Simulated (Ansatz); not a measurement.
## What moves the field gradients of HfO2 with Ta replacing Hf?

Cell of run 1: a supercell of HfO2 (fluorite type, Fm-3m) built from a COD entry, with all atoms left at the host's positions.

Space group Fm-3m (No. 225); a = 10.2300 Å.

| site | Wyckoff | site symmetry | x | y | z |
| --- | --- | --- | --- | --- | --- |
| Ta | 4a | m-3m | 0.0000 | 0.0000 | 0.0000 |
| Hf2 | 24d | m.mm | 0.2500 | 0.2500 | 0.0000 |
| Hf8 | 4b | m-3m | 0.5000 | 0.5000 | 0.5000 |
| O9 | 32f | .3m | 0.1250 | 0.1250 | 0.1250 |
| O12 | 32f | .3m | 0.6250 | 0.3750 | 0.3750 |

One atom of each set is listed; the run and its k-mesh use a cell of 24 atoms with edges of 7.23, 7.23, 7.23 Å.

Relaxed positions (PBE, cell held):

Ta (0.0000, 0.0000, 0.0000)
Hf2 (0.2500, 0.2500, 0.0000)
Hf8 (0.5000, 0.5000, 0.5000)
O9 (0.1211, 0.1211, 0.1211)
O12 (0.6265, 0.3735, 0.3735)

All runs are DFT with Ansatz 0.2.0 (plane waves and PAW, scalar-relativistic unless spin–orbit coupling is named, Γ-centred meshes, Fermi–Dirac smearing where given) in this cell, at cell charge +1.

Run 1: PBE, atoms at the host's positions; 420 eV, 3×3×3 k-points, smearing 0.01 eV.
Run 2: PBE, atoms relaxed; 420 eV, 3×3×3 k-points, smearing 0.01 eV.
Run 3: r2SCAN, at the relaxed atoms; 500 eV, 3×3×3 k-points, smearing 0.01 eV.

**Question.** What does each run give, and what moves the gradients most?

**Answer.** 

```csv
run,Hf2 V_zz (η),O9 V_zz (η),O12 V_zz (η)
1,-3.41 (0.93),2.45 (0.00),0.20 (0.00)
2,-4.78 (0.32),1.81 (0.00),0.71 (0.00)
3,-4.86 (0.29),1.98 (0.00),0.74 (0.00)
```

V_zz in 10²¹ V/m²; 3 of the 5 sets of like atoms are followed. Against run 1, the gradient tensors on these sites move by at most 1.51 in run 2 (Hf2), 1.60 in run 3 (Hf2). Taken one at a time, the positions of the atoms (as given or relaxed) move the tensors on these sites by up to 1.51 (largest principal value of the change, on Hf2), the functional (r2SCAN with its higher cutoff) by 0.17 (O9). The defect's own atom has next to no gradient in any run.

The defect repeats with the cell of 24 atoms, so it feels its images: sites between two images don't show the values beside a lone defect, and zeros or small values of η there can come from the images' arrangement. This high-symmetry form of HfO2 is unstable when cold, to shifts of the oxygen columns, towards the tetragonal form. The symmetry of the cell holds that distortion back, wholly or in part, and it would change the field gradients, the more the larger the distortion. A uniform background compensates the cell's charge. Without spin–orbit coupling the gradients at and beside Hf and Ta can be off by some per cent, at some sites by more. The relaxation keeps the site symmetry m-3m of the start, so the impurity can't leave its site; a start off the site could end lower. In run 1 the atoms aren't at the calculated equilibrium (largest force 1.4 eV/Å).
